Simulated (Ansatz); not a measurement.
CsSnBr3:
```
CsSnBr3
1.0
    5.75269     0.00000     0.00000
    0.00000     5.75269     0.00000
    0.00000     0.00000     5.75269
Cs Sn Br
1 1 3
Direct
  0.00000   0.00000   0.00000
  0.50000   0.50000   0.50000
  0.00000   0.50000   0.50000
  0.50000   0.50000   0.00000
  0.50000   0.00000   0.50000
```

Relaxed with PBEsol. Special points in fractions of this cell's reciprocal vectors: Γ (0.000, 0.000, 0.000); X (0.000, 0.500, 0.000); M (0.500, 0.500, 0.000); R (0.500, 0.500, 0.500).

Question: List the band energies nearest the Fermi level at these points for PBEsol with spin–orbit coupling in the plane-wave PAW code Ansatz.

Answer: In eV from the Fermi level; about four levels below and three above (degenerate sets whole), none deeper than 8.9 eV; points with the same levels are listed once.

```tsv
k	below	above
Γ	-2.77 -2.77 -2.77 -2.77	2.12 2.12 3.12 3.12 3.12 3.12
X	-2.95 -2.95 -1.88 -1.88	1.54 1.54 3.63 3.63
M	-2.55 -2.55 -0.77 -0.77	0.85 0.85 1.24 1.24
R	-2.45 -2.45 -2.45 -2.45	0.13 0.13 0.30 0.30
```

Space group Pm-3m (cubic perovskite). The PBEsol relaxation kept the symmetry of its start. The Fermi level of a semimetal is unsure by some 0.05 eV on such meshes.

Potentials: the later of the program's two PAW sets.
